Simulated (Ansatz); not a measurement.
One crystal and one scan (scan of one atom of the cell) at two levels, PBE (plane waves to 420 eV, PAW, scalar-relativistic; Ansatz, an electronic-structure program) and r2SCAN (plane waves to 500 eV, PAW, scalar-relativistic; Ansatz), each from its own relaxed cell and on its own mesh. The cell shown is that of PBE.

Relaxed Te (trigonal-Te type, space group P3_121):

```
Te
1.0
    4.52111     0.00000     0.00000
   -2.26056     3.91540     0.00000
    0.00000     0.00000     5.95492
Te
3
Cartesian
  1.21222   0.00000   1.98497
 -0.60611   1.04981   3.96994
  1.65445   2.86559   0.00000
```

In this cell atom 2 (Te, nearest neighbour Te at 2.889 Å; its periodic images, 4.5 Å or more away, move with it) is moved by s along Cartesian [110], unit vector (0.707, 0.707, 0.000); all other atoms and the cell stay fixed.

E stands for the smeared free energy. Spin-orbit coupling is left out, though Te is heavy. Te was relaxed with its symmetry unable to fall. The PAW data are Ansatz's earlier set. As the smearing reaches across the gap at some points, energies and forces of such displacements shift with the k mesh and the smearing. Percentages come from the unrounded values.

Results of PBE:

| Item | Value |
|---|---|
| Lattice constant a (Å) | 4.521 |
| Lattice constant c (Å) | 5.955 |
| Relaxed volume (Å³/atom) | 35.14 |
| Force constant k = d²E/ds² at s = 0 (finite differences) (eV/Å²) | 2.35 |
| Shape of the curve | a single well with its minimum at or next to zero displacement |

Problem. Estimate the r2SCAN values.

Solution. 
```json
[
 {"quantity": "Lattice constant a (Å)", "r2SCAN": "4.624", "PBE − r2SCAN": "-0.103 (-2.2 %)"},
 {"quantity": "Lattice constant c (Å)", "r2SCAN": "5.904", "PBE − r2SCAN": "+0.051 (+0.9 %)"},
 {"quantity": "Relaxed volume (Å³/atom)", "r2SCAN": "36.44", "PBE − r2SCAN": "-1.30 (-3.6 %)"},
 {"quantity": "Force constant k = d²E/ds² at s = 0 (finite differences) (eV/Å²)", "r2SCAN": "2.69", "PBE − r2SCAN": "-0.34 (-13 %)"}
]
```

PBE gives the higher value for: lattice constant c. PBE gives the lower value for: lattice constant a; relaxed volume; force constant k = d²E/ds² at s = 0. Both give the same shape of the curve: a single well with its minimum at or next to zero displacement. Neither level is exact: the differences show how much the result hangs on the functional.

(For displaced atoms, the force is minus the slope of the energy, and its curvature is a force constant, which sets phonon frequencies.)
